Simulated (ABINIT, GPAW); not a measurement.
## One calculation of CsLiCr2Te2S3, 3 ways

```
Cs Li Cr Te S
1.0
     3.42162   -5.18069    0.00784
     3.42162    5.18069    0.00784
    -2.90411    0.00000    7.43093
Cs Li Cr Te S
1 1 2 2 3
Direct
  0.09374 0.09374 0.00853
  0.58875 0.58875 0.55336
  0.05646 0.46755 0.55790
  0.46755 0.05646 0.55790
  0.56486 0.87357 0.29035
  0.87357 0.56486 0.29035
  0.81151 0.39697 0.73347
  0.39697 0.81151 0.73347
  0.21404 0.21404 0.48371
```

The cell comes from a database or a generator and needn't be the stable form of this composition.

Alike in all runs: task single point; functional PBE; k mesh 3 × 3 × 2; occupations fermi-dirac, width 0.05 eV; collinear spin, ferromagnetic start; no spin-orbit coupling. Pressure is positive in compression and, in plane waves, holds the error of the finite cutoff.

| program and potentials | plane-wave cutoff (eV) | notes | pressure (GPa) | net moment per atom (μB) | largest force (eV/Å) |
| --- | --- | --- | --- | --- | --- |
| ABINIT, JTH PAW PBE v2.0 | 626 | 7.78 valence electrons an atom on average | -0.02 | 0.45 | 0.099 |
| ABINIT, SG15 NC PBE v1.2 | 816 | 10 valence electrons an atom on average | 0.51 | 0.45 | 0.176 |
| GPAW, GPAW PAW data sets (gpaw-data 1.2.1) | 800 | 5.78 valence electrons an atom on average | 0.20 | 0.45 | 0.115 |

Force on atom 5 (Te), eV/Å:

```tsv
program and potentials	x	y	z
ABINIT, JTH PAW PBE v2.0	-0.008	-0.068	-0.071
ABINIT, SG15 NC PBE v1.2	0.004	-0.088	-0.153
GPAW, GPAW PAW data sets (gpaw-data 1.2.1)	-0.022	-0.043	-0.008
```

The pressure spans -0.02 (ABINIT, JTH PAW PBE v2.0) to 0.51 GPa (ABINIT, SG15 NC PBE v1.2). All agree on the net moment per atom. The state is the one that the start led to, which needn't be the lowest. The k mesh is coarse, so the values compare programs but aren't converged.

Differences between rows come from potentials, basis sets and numerical settings, since the functional is the same but for its coding. Runs on potential files found faulty are left out.
